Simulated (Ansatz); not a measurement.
PbC₆:
```xyz
7
Lattice="4.2305 0.0000 0.0000 -2.1153 3.6637 0.0000 0.0000 0.0000 6.5422" Properties=species:S:1:pos:R:3 pbc="T T T"
C      0.7053     1.2216     0.0000
C      2.8200     0.0000     0.0000
C     -1.4100     2.4422     0.0000
C      1.4105     0.0000     0.0000
C      1.4100     2.4422     0.0000
C     -0.7053     1.2216     0.0000
Pb     0.0000     0.0000     3.2711
```

Relaxed with r²SCAN+D4. Special points in fractions of this cell's reciprocal vectors: Γ (0.000, 0.000, 0.000); M (0.500, 0.000, 0.000); K (0.333, 0.333, 0.000); A (0.000, 0.000, 0.500); L (0.500, 0.000, 0.500); H (0.333, 0.333, 0.500).

List the band energies nearest the Fermi level at these points for r²SCAN+D4 with spin–orbit coupling in the plane-wave PAW code Ansatz.

In eV from the Fermi level; about four levels below and three above (degenerate sets whole), none deeper than 8.9 eV; points with the same levels are listed once.

```csv
k,below,above
Γ,-0.88 -0.88 -0.88 -0.88,0.37 0.37 2.76 2.76
M,-3.48 -3.48 -1.76 -1.76,0.50 0.50 1.62 1.62
K,-1.23 -1.23 -0.22 -0.22,2.14 2.14 4.43 4.43 4.43 4.43
A,-0.88 -0.88 -0.88 -0.88 -0.68 -0.68,2.79 2.79 4.39 4.39
L,-3.55 -3.55 -1.39 -1.39,0.73 0.73 0.82 0.82
H,-5.45 -5.45 -0.96 -0.96,0.21 0.21 1.27 1.27
```

Space group P6/mmm. The cell is a constructed one: a structure type filled with these elements; neither database checked (COD, Materials Project) lists it. Whether it is the stable phase at ambient conditions was not checked. The r²SCAN+D4 relaxation kept the symmetry of its start; whether a distortion lowers the energy is not shown.

Potentials: the later of the program's two PAW sets.
